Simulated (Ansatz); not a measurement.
Energy landscape of NbC

3 relaxations of NbC ended in 3 distinct structures. Level of theory: PBEsol (plane waves to 420 eV, PAW, scalar-relativistic; Ansatz, an electronic-structure program).

| # | space group | Pearson | type | E − E(lowest) (eV/atom) | V (Å³/atom) | coordination | runs ending here |
|---|---|---|---|---|---|---|---|
| 1 | Fm-3m | cF8 | rock salt type | 0.00 | 11.01 | Nb 6 (octahedral), C 6 (octahedral) | 1 |
| 2 | P6₃/mmc | hP8 | – | 0.08 | 11.28 | – | 1 |
| 3 | I4₁md | tI8 | – | 0.40 | 11.31 | – | 1 |

Coordination numbers (neighbours up to the widest gap in distance over summed covalent radii, below 1.35; n+m marks a second, longer set; metal–metal contacts left out). All are gapless at this level. Fm-3m, cF8, rock salt type is the lowest among the structures calculated here.

NbC is modelled in the cubic space group Fm-3m (No. 225), the rock salt structure, Pearson symbol cF8. Conventional cell: a = b = c = 4.4499 Å, α = β = γ = 90.00°. Nb on 4a is coordinated by 6 C at 2.225 Å and 12 Nb at 3.147 Å. C on 4b sees 6 Nb at 2.225 Å (octahedral). (Neighbours: up to the widest gap in distance over summed covalent radii, below 1.35, at either atom; cation-cation and far metal-metal contacts left out.)
(The calculation used a cell of 2 atoms; values per cell refer to that cell.)

Each run could gain symmetry but not lose that of its start, so entries can be saddle points. From databases, or of a type measured for this composition: Fm-3m, cF8, rock salt type; the others are generated cells (placed on structure types, drawn at random, substituted or restacked) that were not matched to a known phase here. Energies are at zero temperature and pressure, without zero-point motion. The runs use different k-meshes, so differences are rounded accordingly. No spin polarisation in the result.
